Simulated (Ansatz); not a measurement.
Data:

HfSiSe (space group P4/nmm)

```yaml
crystal:
  lattice:
    - [7.10378, 0.00000, 0.00000]
    - [0.00000, 3.55189, 0.00000]
    - [0.00000, 0.00000, 8.17422]
  atoms:
    - { symbol: Hf, position: [0.00000, 0.50000, 0.74369] }
    - { symbol: Hf, position: [0.50000, 0.50000, 0.74369] }
    - { symbol: Hf, position: [0.25000, 0.00000, 0.25631] }
    - { symbol: Hf, position: [0.75000, 0.00000, 0.25631] }
    - { symbol: Si, position: [0.00000, 0.00000, 0.00000] }
    - { symbol: Si, position: [0.50000, 0.00000, 0.00000] }
    - { symbol: Si, position: [0.25000, 0.50000, 0.00000] }
    - { symbol: Si, position: [0.75000, 0.50000, 0.00000] }
    - { symbol: Se, position: [0.25000, 0.00000, 0.62057] }
    - { symbol: Se, position: [0.75000, 0.00000, 0.62057] }
    - { symbol: Se, position: [0.00000, 0.50000, 0.37943] }
    - { symbol: Se, position: [0.50000, 0.50000, 0.37943] }
```

A phonon eigenvector at X = (0.5, 0.0, 0.0) is frozen into this cell: atom i moves by Q times the vector below, so Q is the largest atomic displacement, in Å. The cell is held. It is one choice among 2 degenerate patterns. (q is in reciprocal vectors of the primitive cell; the cell shown is doubled to hold the pattern.)

```json
[
 {"atom": "Hf1", "x": "0.000", "y": "0.057", "z": "0.000"},
 {"atom": "Hf2", "x": "0.000", "y": "-0.057", "z": "0.000"},
 {"atom": "Hf3", "x": "0.000", "y": "-0.019", "z": "0.000"},
 {"atom": "Hf4", "x": "0.000", "y": "0.019", "z": "0.000"},
 {"atom": "Si5", "x": "0.000", "y": "-1.000", "z": "0.000"},
 {"atom": "Si6", "x": "0.000", "y": "1.000", "z": "0.000"},
 {"atom": "Si7", "x": "0.000", "y": "0.333", "z": "0.000"},
 {"atom": "Si8", "x": "0.000", "y": "-0.333", "z": "0.000"},
 {"atom": "Se9", "x": "0.000", "y": "-0.010", "z": "0.000"},
 {"atom": "Se10", "x": "0.000", "y": "0.010", "z": "0.000"},
 {"atom": "Se11", "x": "0.000", "y": "0.031", "z": "0.000"},
 {"atom": "Se12", "x": "0.000", "y": "-0.031", "z": "0.000"}
]
```

These are LDA (plane waves to 420 eV, PAW, scalar-relativistic; Ansatz, a quantum-chemistry and plane-wave program) values and carry that method's errors. k mesh 7×13×6 (Γ-centred), Fermi-Dirac smearing 0.05 eV. E stands for the smeared free energy. With partly filled bands, energies and forces of such displacements shift with the k mesh and the smearing. HfSiSe is run without spin polarisation. HfSiSe was relaxed with its symmetry unable to fall. Spin-orbit coupling is left out, though Hf is heavy. ΔE is measured from the undisplaced structure.

The scan covers Q from -0.100 to 0.100 Å in 13 points.

**Question.** Which space group does the distorted structure have?

**Answer.** Pc (No. 7), lowered from P4/nmm.

**Question.** What is the energy change at Q = 0.100 Å?

**Answer.** 108 meV/cell.

**Question.** What harmonic wavenumber does the curvature at Q = 0 give?

**Answer.** 303 cm⁻¹.

(A displaced cell: forces are minus the slopes of the energy, force constants its curvatures, and phonons follow from these.)
